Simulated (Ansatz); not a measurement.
Ansatz input file:

```yaml
crystal:
  lattice:
    - [2.7730176107, 0.0, 0.0]
    - [-1.3865088053, 2.401503696, 0.0]
    - [0.0, 0.0, 4.492330932]
  atoms:
    - { symbol: Ir, position: [0.6666666667, 0.3333333333, 0.75] }
    - { symbol: Ir, position: [0.3333333333, 0.6666666667, 0.25] }
basis:
  ecutwfc: 420
kpoints:
  mp_grid: { grid: [18, 18, 10] }
hamiltonian:
  xc: pbesol
scf:
  occupations: { method: gaussian, width: 0.1 }
output:
  forces: true
  stress: true
  eigenvalues: true
relax:
  adjacent_minimum: "off"
  f_tol: 0.01
  max_steps: 30
  cell: { stress_tol: 0.1, fix: [volume] }
```

Launched with
```bash
ansatz run input.yaml --threads 1 --pin off --max-ram 2560MiB --backend cpu --events-out ev --progress --plain --runs-dir out
```

Method: Ansatz 0.2.0, DFT PBEsol, scalar-relativistic, plane waves, PAW.

From the run's log, abridged (iterations and final results):

```
SCF iter   1: F=—  HF=-23597.814431 eV  |F-HF|=—  |Δ(HF+E_count)|=         —  Δρ=1.05e-2  dr2=1.95e-2  ethr=1.77e-3  ⟨swp⟩=4.5  Hψ=17703  notcnv=0
SCF iter   2: F=—  HF=-23597.813311 eV  |F-HF|=—  |Δ(HF+E_count)|=   1.12e-3  Δρ=6.01e-3  dr2=6.34e-3  ethr=5.74e-5  ⟨swp⟩=1.1  Hψ=6612  notcnv=0
SCF iter   3: F=—  HF=-23597.812474 eV  |F-HF|=—  |Δ(HF+E_count)|=   8.37e-4  Δρ=3.42e-4  dr2=1.80e-5  ethr=1.86e-5  ⟨swp⟩=2.0  Hψ=6508  notcnv=0
SCF iter   4: F=—  HF=-23597.812477 eV  |F-HF|=—  |Δ(HF+E_count)|=   2.99e-6  Δρ=5.09e-5  dr2=6.14e-7  ethr=5.29e-8  ⟨swp⟩=2.0  Hψ=6657  notcnv=0
SCF iter   5: F=-23597.812477 eV  HF=-23597.812477 eV  |F-HF|=1.14e-9  |Δ(HF+E_count)|=   1.54e-7  Δρ=6.03e-6  dr2=3.71e-9  ethr=1.81e-9  ⟨swp⟩=2.2  Hψ=7171  notcnv=0
SCF iter   6: F=-23597.812477 eV  HF=-23597.812477 eV  |F-HF|=6.91e-11  |Δ(HF+E_count)|=  2.04e-10  Δρ=1.01e-6  dr2=1.44e-10  ethr=1.09e-11  ⟨swp⟩=2.2  Hψ=15936  notcnv=0
SCF 1 converged in 6 iterations: F = -23597.812477 eV  dr2 = 1.44e-10
relax step   1: F+E_penalty+E_count = -23597.81247676 eV  Δ(F+E_penalty+E_count) = +0.000e0 eV  max|allowed force component| = 2.313e-17 eV/Å  Δτ_max = 0.0000 Å  P = -19.265 GPa  Ω = 29.916 Å³  fix = [volume]  reactions: volume -19.265 GPa (6 SCF iters, dr2 threshold 1.00e-7 eV, accepted)
Initial density: handed on by an earlier stage of this run
Initial wavefunctions: those handed on with the density
SCF iter   1: F=—  HF=-23597.812490 eV  |F-HF|=—  |Δ(HF+E_count)|=         —  Δρ=1.29e-4  dr2=1.45e-6  ethr=1.07e-8  ⟨swp⟩=3.2  Hψ=24004  notcnv=0
SCF iter   2: F=—  HF=-23597.812483 eV  |F-HF|=—  |Δ(HF+E_count)|=   7.22e-6  Δρ=5.91e-5  dr2=2.60e-7  ethr=4.26e-9  ⟨swp⟩=1.1  Hψ=4686  notcnv=0
SCF iter   3: F=-23597.812483 eV  HF=-23597.812483 eV  |F-HF|=1.04e-9  |Δ(HF+E_count)|=   6.16e-8  Δρ=4.25e-6  dr2=2.19e-9  ethr=7.66e-10  ⟨swp⟩=1.2  Hψ=4954  notcnv=0
SCF iter   4: F=-23597.812483 eV  HF=-23597.812483 eV  |F-HF|=3.64e-12  |Δ(HF+E_count)|=  5.60e-10  Δρ=8.87e-7  dr2=7.27e-11  ethr=6.43e-12  ⟨swp⟩=2.3  Hψ=8020  notcnv=0
SCF iter   5: F=-23597.812483 eV  HF=-23597.812483 eV  |F-HF|=3.64e-12  |Δ(HF+E_count)|=    0.00e0  Δρ=1.67e-7  dr2=2.23e-12  ethr=1.00e-12  ⟨swp⟩=1.0  Hψ=4662  notcnv=0
SCF iter   6: F=-23597.812483 eV  HF=-23597.812483 eV  |F-HF|=0.00e0  |Δ(HF+E_count)|=  1.82e-11  Δρ=2.09e-8  dr2=4.42e-14  ethr=1.00e-12  ⟨swp⟩=1.0  Hψ=10212  notcnv=0
SCF 2 converged in 6 iterations: F = -23597.812483 eV  dr2 = 4.42e-14
relax step   2: F+E_penalty+E_count = -23597.81248312 eV  Δ(F+E_penalty+E_count) = -6.363e-6 eV  max|allowed force component| = 7.401e-17 eV/Å  Δτ_max = 0.0000 Å  P = -19.258 GPa  Ω = 29.916 Å³  energy of the carried Pulay correction = +2.919e-7 eV  fix = [volume]  reactions: volume -19.258 GPa (6 SCF iters, dr2 threshold 6.15e-8 eV, accepted)
SCF iter   1: F=—  HF=-23597.812495 eV  |F-HF|=—  |Δ(HF+E_count)|=         —  Δρ=5.18e-5  dr2=2.32e-7  ethr=1.71e-9  ⟨swp⟩=3.2  Hψ=24010  notcnv=0
SCF iter   2: F=—  HF=-23597.812488 eV  |F-HF|=—  |Δ(HF+E_count)|=   7.03e-6  Δρ=2.36e-5  dr2=4.15e-8  ethr=6.82e-10  ⟨swp⟩=1.1  Hψ=4686  notcnv=0
SCF iter   3: F=-23597.812488 eV  HF=-23597.812488 eV  |F-HF|=2.22e-10  |Δ(HF+E_count)|=   9.85e-9  Δρ=1.82e-6  dr2=4.32e-10  ethr=1.22e-10  ⟨swp⟩=1.2  Hψ=4979  notcnv=0
SCF iter   4: F=-23597.812488 eV  HF=-23597.812488 eV  |F-HF|=1.09e-11  |Δ(HF+E_count)|=  9.82e-11  Δρ=3.87e-7  dr2=1.16e-11  ethr=1.27e-12  ⟨swp⟩=2.4  Hψ=7833  notcnv=0
SCF iter   5: F=-23597.812488 eV  HF=-23597.812488 eV  |F-HF|=7.28e-12  |Δ(HF+E_count)|=  1.09e-11  Δρ=6.57e-8  dr2=3.87e-13  ethr=1.00e-12  ⟨swp⟩=1.0  Hψ=4662  notcnv=0
SCF iter   6: F=-23597.812488 eV  HF=-23597.812488 eV  |F-HF|=7.28e-12  |Δ(HF+E_count)|=  7.28e-12  Δρ=9.01e-9  dr2=7.52e-15  ethr=1.00e-12  ⟨swp⟩=1.0  Hψ=4662  notcnv=0
SCF iter   7: F=-23597.812488 eV  HF=-23597.812488 eV  |F-HF|=0.00e0  |Δ(HF+E_count)|=  3.64e-12  Δρ=1.28e-9  dr2=1.46e-16  ethr=1.00e-12  ⟨swp⟩=1.0  Hψ=10212  notcnv=0
SCF 3 converged in 7 iterations: F = -23597.812488 eV  dr2 = 1.46e-16
relax step   3: F+E_penalty+E_count = -23597.81248788 eV  Δ(F+E_penalty+E_count) = -4.763e-6 eV  max|allowed force component| = 9.714e-17 eV/Å  Δτ_max = 0.0000 Å  P = -19.261 GPa  Ω = 29.916 Å³  energy of the carried Pulay correction = +1.749e-7 eV  fix = [volume]  reactions: volume -19.261 GPa (7 SCF iters, accepted)
Initial wavefunctions: pseudopotential atomic-orbital guess (no wavefunctions were taken with the density)
SCF iter   1: F=—  HF=-23597.812494 eV  |F-HF|=—  |Δ(HF+E_count)|=         —  Δρ=1.47e-6  dr2=1.21e-10  ethr=5.44e-9  ⟨swp⟩=4.0  Hψ=33936  notcnv=0
SCF iter   2: F=-23597.812487 eV  HF=-23597.812487 eV  |F-HF|=0.00e0  |Δ(HF+E_count)|=   6.99e-6  Δρ=6.74e-7  dr2=3.07e-11  ethr=1.00e-12  ⟨swp⟩=2.4  Hψ=9087  notcnv=0
SCF iter   3: F=-23597.812487 eV  HF=-23597.812487 eV  |F-HF|=1.82e-11  |Δ(HF+E_count)|=  3.64e-12  Δρ=3.03e-7  dr2=3.67e-12  ethr=1.00e-12  ⟨swp⟩=1.0  Hψ=4662  notcnv=0
SCF iter   4: F=-23597.812487 eV  HF=-23597.812487 eV  |F-HF|=7.28e-12  |Δ(HF+E_count)|=  2.55e-11  Δρ=5.38e-8  dr2=1.13e-13  ethr=1.00e-12  ⟨swp⟩=1.0  Hψ=4662  notcnv=0
SCF iter   5: F=-23597.812487 eV  HF=-23597.812487 eV  |F-HF|=3.64e-12  |Δ(HF+E_count)|=  2.18e-11  Δρ=7.72e-9  dr2=8.11e-15  ethr=1.00e-12  ⟨swp⟩=1.0  Hψ=4662  notcnv=0
SCF iter   6: F=-23597.812487 eV  HF=-23597.812487 eV  |F-HF|=3.64e-12  |Δ(HF+E_count)|=  3.64e-12  Δρ=1.36e-9  dr2=1.15e-16  ethr=1.00e-12  ⟨swp⟩=1.0  Hψ=10212  notcnv=0
SCF 4 converged in 6 iterations: F = -23597.812487 eV  dr2 = 1.15e-16
SCF converged after 6 iterations
Free energy (F): -23597.812487 eV
Harris-Foulkes:  -23597.812487 eV  (|F-HF|=3.64e-12)
Internal energy: -23597.801475 eV  (E = F + TS)
E sigma→0 (E₀):  -23597.806981 eV
Entropy (-TS):   -0.011012 eV (-5.506 meV/atom)
Fermi energy:    24.016672 eV
--- Per-component energies (eV) ---
  E_band       = -221.804396
  E_kinetic    = 1241.751389
  E_local      = -2261.116252  (includes V_loc(G=0)·N_el)
  E_nonlocal   = 151.342176
  E_hartree    = 855.760191
  E_xc         = -531.100200
  E_vxc        = -596.875963  (∫ρ·V_xc dr)
  E_paw        = -18176.991280  (= ΣΔE_a)
  E_vpaw       = -468.426240  (= ΣTr[D̂ρ^β])
  E_aug_tail   = 0.000111  (compensation charges beyond the density's cutoff)
  E_ewald      = -4877.978181
  E_core_change = 0.530570  (= ΣΔE_core)
  E_smearing   = -0.011012  (= −TS)
--- Forces (eV/Å), atoms counted from 1 ---
  atom   1  Ir     0.00000000     0.00000000     0.00000000
  atom   2  Ir     0.00000000     0.00000000     0.00000000
--- Stress (GPa, compression-positive) ---
      -19.260904       0.000000       0.000000
        0.000000     -19.260904       0.000000
        0.000000       0.000000     -19.260663
  P = ⅓ Tr σ = -19.2608 GPa (-192.608 kbar)
--- Band table (eV; the first three rows and the last of 222) ---
  k-point 0: bands = ["-68.8259", "-68.7733", "-25.9965", "-25.4189", "-25.4189", "-25.3340", "-25.3217", "-25.3217", "13.2972", "16.3527", "20.3740", "20.4571", "20.4571", "21.0659", "21.0659", "21.7931", "21.7931", "23.2869", "24.2629", "24.2629", "30.5767"]
  k-point 1: bands = ["-68.8246", "-68.7745", "-25.9809", "-25.4165", "-25.4165", "-25.3509", "-25.3241", "-25.3241", "13.4049", "16.3559", "20.3240", "20.4058", "20.4058", "21.0103", "21.0103", "21.9266", "21.9266", "22.8660", "24.2603", "24.2603", "31.1635"]
  k-point 2: bands = ["-68.8209", "-68.7783", "-25.9353", "-25.4097", "-25.4097", "-25.3995", "-25.3311", "-25.3311", "13.7197", "16.3444", "20.1890", "20.3107", "20.3107", "20.8637", "20.8637", "21.9265", "22.2604", "22.2604", "24.2297", "24.2297", "32.6119"]
  k-point 221: bands = ["-68.7633", "-68.7633", "-25.8496", "-25.8496", "-25.7057", "-25.7057", "-25.4530", "-25.4530", "18.1312", "18.1312", "18.9397", "18.9397", "20.1314", "20.1314", "21.7940", "21.7940", "24.2836", "24.2836", "30.7785", "30.7785", "31.2957"]
--- Relaxed structure (3 steps of the walk, 3 accepted, 1 SCFs on fresh bases) ---
  F+E_penalty+E_count = -23597.81248734 eV   max|allowed force component| = 1.249e-16 eV/Å   (the final SCF, on the basis selected at the relaxed cell)
  cell:  # Å, volume = 29.9163 Å³
    - [2.77370713, 0.0, 0.0]
    - [-1.38685356, 2.40210084, 0.0]
    - [0.0, 0.0, 4.49009768]
  atoms:
    - { symbol: Ir, position: [0.66666666, 0.33333333, 0.75] }
    - { symbol: Ir, position: [0.33333333, 0.66666666, 0.25] }
```

The relaxation met its thresholds.

It took 57 s on 1 thread of Intel(R) Xeon(R) Processor @ 2.50GHz (Skylake/Cascade Lake) (shared host), peak memory 0.43 GiB.

Spin–orbit coupling is left out, which can shift energies with elements as heavy as these.